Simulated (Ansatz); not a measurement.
The cell of Cs₃C is invented: random cell by space group and Wyckoff sites (R-3m, No. 166). Its size is a rough estimate.

```
Cs C
1.0
     3.51400    2.02881    6.48894
    -3.51400    2.02881    6.48894
     0.00000   -4.05762    6.48894
Cs C
3 1
Direct
  0.50000 0.50000 0.00000
  0.00000 0.50000 0.50000
  0.50000 0.00000 0.50000
  0.00000 0.00000 0.00000
```

Theory: Ansatz 0.2.0, DFT PBE, scalar-relativistic, plane waves, PAW. Cutoff 420 eV, Gaussian smearing, Γ-centred meshes. Cell and atoms relax first on a coarse mesh and then on a finer one. In between, the cell is made exact in the group found at 0.06 Å. In metals the finer mesh still leaves noise of several meV/atom or more. The steps can't lower the symmetry of their start. Collinear spin is switched on along the way, since trial moments persisted in a coarse test.

A guess keeps its type if space group and coordination stay and the shape of the cell changes little (axis ratios within about 15 %, angles within 6°); the volume may change.

Question: Will the relaxed cell still be of the starting type?

Answer: It doesn't keep its type. The symmetry goes from R-3m (No. 166) to Pm-3m (No. 221). The end has the Cu3Au (L1_2) type. The volume per atom shrinks by 20.1 %, from 69.4 to 55.4 Å³. The shortest distance goes from 3.51 Å (Cs–C and Cs–Cs) to 4.28 Å (Cs–C and Cs–Cs). Counting neighbours within 15 % of an atom's shortest distance, the start has C 6, Cs 6 and the end C 12, Cs 12. In detail, at the end Cs is surrounded by 4 C at 4.28 Å and 8 Cs at 4.28 Å; around C lie 12 Cs at 4.28 Å.

```
Cs C
1.0
     6.05205    0.00000    0.00000
     0.00000    6.05205    0.00000
     0.00000    0.00000    6.05205
Cs C
3 1
Direct
  0.50000 0.00000 0.50000
  0.50000 0.50000 0.00000
  0.00000 0.50000 0.50000
  0.00000 0.00000 0.00000
```

The last run used collinear spin, a 12×12×12 mesh for its 4-atom cell and Gaussian smearing of 0.10 eV. The end has R-3m (No. 166) at a tolerance of 0.01 Å; the cell shown is made exact in the group found at 0.05 Å. The magnetic state reached may not be the lowest. A structure relaxed within its symmetry needn't be a true minimum.
